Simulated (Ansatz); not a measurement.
Zr:
```yaml
crystal:
  lattice:
    - [3.23193, 0.00000, 0.00000]
    - [-1.61596, 2.79893, 0.00000]
    - [0.00000, 0.00000, 5.17148]
  atoms:
    - { symbol: Zr, position: [0.33333, 0.66667, 0.25000] }
    - { symbol: Zr, position: [0.66667, 0.33333, 0.75000] }
```

Relaxed with PBE. Special points in fractions of this cell's reciprocal vectors: Γ (0.000, 0.000, 0.000); M (0.500, 0.000, 0.000); K (0.333, 0.333, 0.000); A (0.000, 0.000, 0.500); L (0.500, 0.000, 0.500); H (0.333, 0.333, 0.500).

Problem. List the band energies nearest the Fermi level at these points for DFT-PBE with spin–orbit coupling in the program Ansatz with PAW potentials.

Solution. In eV from the Fermi level; about four levels below and three above (degenerate sets whole), none deeper than 8.9 eV; points with the same levels are listed once.

```csv
k,below,above
Γ,-5.66 -5.66 -3.03 -3.03,0.80 0.80 0.90 0.90
M,-2.15 -2.15 -0.23 -0.23,0.54 0.54 0.73 0.73
K,-1.32 -1.32 -1.14 -1.14,0.22 0.22 0.25 0.25
A,-3.97 -3.97 -3.97 -3.97,0.00 0.00 0.00 0.00
L,-1.07 -1.07 -1.07 -1.07,1.59 1.59 1.59 1.59
H,-0.08 -0.08 -0.02 -0.02,1.97 1.97 2.04 2.04
```

Space group P6_3/mmc (hcp (Mg type)). The PBE relaxation kept the symmetry of its start. No spin polarisation was allowed.

Potentials: the earlier of the program's two PAW sets.
